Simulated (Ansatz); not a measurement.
**Bands of Bi₂Pd**

```
Bi Pd
1.0
    -1.68100    1.68100    6.49150
     1.68100   -1.68100    6.49150
     1.68100    1.68100   -6.49150
Bi Pd
2 1
Direct
  0.36300 0.36300 0.00000
  0.63700 0.63700 0.00000
  0.00000 0.00000 0.00000
```

Atom numbers follow the list: Bi1, Bi2, Pd3.

The conventional cell has a = 3.362 Å, b = 3.362 Å, c = 12.983 Å, α = 90.00°, β = 90.00°, γ = 90.00°. Bi (atom 1) is surrounded by 4 Pd at 2.97 Å and 4 Bi at 3.36 Å. Around Pd (atom 3) lie 8 Bi at 2.97 Å and 4 Pd at 3.36 Å.

The cell is COD entry 9012857, as deposited and not checked against the literature; nothing was relaxed.

Spin polarisation is left out, and whether a magnetic state lies lower isn't shown here.

Spin–orbit coupling is left out, though it moves levels of the heavy atoms by tenths of an eV or more.

Theory: Ansatz 0.2.0, DFT, PBEsol, all-electron LAPW, scalar-relativistic.

Sampling and basis: a Γ-centred 15×15×15 k mesh, Fermi–Dirac smearing of 0.08 eV, basis error target 1 meV/atom, no spin polarisation.

Points in fractions of the reciprocal vectors of this cell: Γ (0, 0, 0), X (0, 0, 0.5), P (0.25, 0.25, 0.25), N (0, 0.5, 0), M (0.5, 0.5, -0.5), S (0.267, 0.733, -0.267), S0 (-0.267, 0.267, 0.267). The path runs Γ–X–P–N–Γ–M–S–S0–Γ. Energies are in eV from the Fermi level; (×n) counts levels within 4 meV of each other, which need not be degenerate by symmetry.

Q: Is there a gap?

A: none: bands cross the Fermi level, a metal.

Q: List the levels between -20 and 8 eV at the symmetry points.

A: 
Γ: -13.59, -11.69, -6.29, -3.88, -3.15 (×2), -2.79, -2.54, 1.68, 2.48 (×2), 3.15 (×2), 4.57, 6.00, 6.85
X: -10.04, -9.05, -5.11, -4.72, -4.13, -3.90, -3.20, -2.84, -1.91, -0.98, 0.46, 1.02, 1.07, 2.12, 3.25, 4.03, 5.44, 7.53
P: -10.04, -9.05, -4.97 (×2), -3.89, -3.66 (×2), -2.87, -1.91, -0.30 (×2), 1.03, 1.04, 2.40, 3.55, 4.28 (×2)
N: -11.36, -10.92, -6.14, -4.87, -3.62, -3.27, -3.18, -2.79, -2.20, -1.73, 1.02, 4.46, 4.55, 4.85, 6.04
M: -12.89, -12.80, -4.45, -3.88, -3.11 (×2), -2.81, -2.54, -1.67, 1.54 (×2), 4.70 (×2), 6.00, 7.06, 7.32
S: -11.31, -11.03, -6.21, -4.74, -3.55, -3.26, -2.85, -2.79, -2.68, -1.43, 1.32, 2.85, 4.66, 4.68, 7.89
S0: -11.31, -11.03, -6.21, -4.74, -3.55, -3.26, -2.85, -2.79, -2.68, -1.43, 1.32, 2.85, 4.66, 4.68, 7.89
